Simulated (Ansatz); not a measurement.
A relaxed cell of Zr₄Cl is given with its symmetry left out. The cell was found from a structure generator's guess, not taken from experiment.

The calculation used DFT PBE, scalar-relativistic, plane waves, PAW in Ansatz 0.2.0. Cutoff 420 eV, Γ-centred mesh, Gaussian smearing, no spin polarisation.

```
CELL_PARAMETERS angstrom
6.47477 0.00000 0.00000
0.00000 5.09777 0.00000
-1.43679 0.00000 6.64905
ATOMIC_POSITIONS crystal
Zr 0.75466 0.50000 0.52718
Zr 0.24534 0.50000 0.47282
Zr 0.06439 0.00000 0.29509
Zr 0.56556 0.00000 0.30707
Zr 0.76419 0.50000 0.02310
Zr 0.23581 0.50000 0.97690
Zr 0.93561 0.00000 0.70491
Zr 0.43444 0.00000 0.69293
Cl 0.74220 0.00000 0.00115
Cl 0.25780 0.00000 0.99885
```

Energies over the elements count from the elements' standard structures at the same level (Cl₂ as a molecule), with no fitted energy shifts.

**Question.** Find its symmetry and describe it.

**Answer.** P2/m (No. 10). Conventional cell: a = 6.475 Å, b = 5.098 Å, c = 6.803 Å, β = 102.2°. Zr on its first site has 13 Zr at 2.96–3.88 Å; Zr on its second site is surrounded by 2 Cl at 2.57–2.59 Å, 6 Zr at 2.96–3.25 Å and 7 Zr at 3.49–3.92 Å; around Zr on its third site lie 2 Cl at 2.57–2.58 Å, 6 Zr at 2.92–3.25 Å and 6 Zr at 3.60–3.75 Å; Cl has 6 Zr at 2.56–2.59 Å, 1 Cl at 3.13 Å and 1 Cl at 3.34 Å; 1 more site not described.

**Question.** How far does it lie from the elements in energy?

**Answer.** −0.26 eV/atom.

**Question.** Is it a metal?

**Answer.** Yes, bands cross the Fermi level on the 6×8×6 mesh.

The last run used a 6×8×6 mesh (in the run's order of axes) for its 10-atom cell and Gaussian smearing of 0.10 eV. This cell was reached by moving the atoms of another relaxed cell at random and relaxing again, last within the group found; it had no such test of its own. Another cell of Zr4Cl relaxed alike, in I4/mmm, lies 38 meV/atom lower, so this cell isn't the stable form at this level.
